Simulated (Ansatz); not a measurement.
Two Ansatz runs on NiSb

The cell comes from COD entry 1010930, which wasn't checked; take it as a given geometry. It differs from other determinations.

First run: DFT, PBE, PAW with Ansatz's default frozen-core files, scalar-relativistic (Ansatz 0.2.0).

Command: `ansatz run input.yaml --threads 1 --pin off --max-ram 6144MiB --backend cpu --events-out ev --progress --plain --runs-dir out` The run took 100 s on 1 thread of Arm Neoverse V1, with other jobs on the host.

```yaml
crystal:
  lattice:
    - [3.928, 0.0, 0.0]
    - [-1.964, 3.4017477861, 0.0]
    - [0.0, 0.0, 5.12]
  atoms:
    - { symbol: Ni, position: [0.0, 0.0, 0.0], spin: 1.5 }
    - { symbol: Ni, position: [0.0, 0.0, 0.5], spin: 1.5 }
    - { symbol: Sb, position: [0.3333333333, 0.6666666667, 0.25] }
    - { symbol: Sb, position: [0.6666666667, 0.3333333333, 0.75] }
magnetization:
  spin_polarized: true
kpoints:
  mp_grid: { grid: [10, 10, 7] }
scf:
  occupations: { method: fermi_dirac, width: 0.05 }
hamiltonian:
  xc: pbe
  pseudopotentials: { kind: paw }
output:
  forces: true
  stress: true
  efg: { contact_densities: true }
relax:
  f_tol: 0.005
  max_steps: 80
  cell: {}
```

Result: converged; relaxed volume 17.666 Å³/atom; moment 0.00 μB; 48 SCF iterations in all.

No spin–orbit coupling, which matters for the heavy atoms here.

The input is then changed:

```diff
@@ -26,3 +26,5 @@
   max_steps: 80
   cell: {}
+basis:
+  xc_grid: 4
```

(1) Predict the outcome of the changed run.

## Answers

(1) It converged; energy at zero smearing 0.0 meV/atom from the first run; relaxed volume 17.666 Å³/atom; moment 0.00 μB; 48 SCF iterations in all.
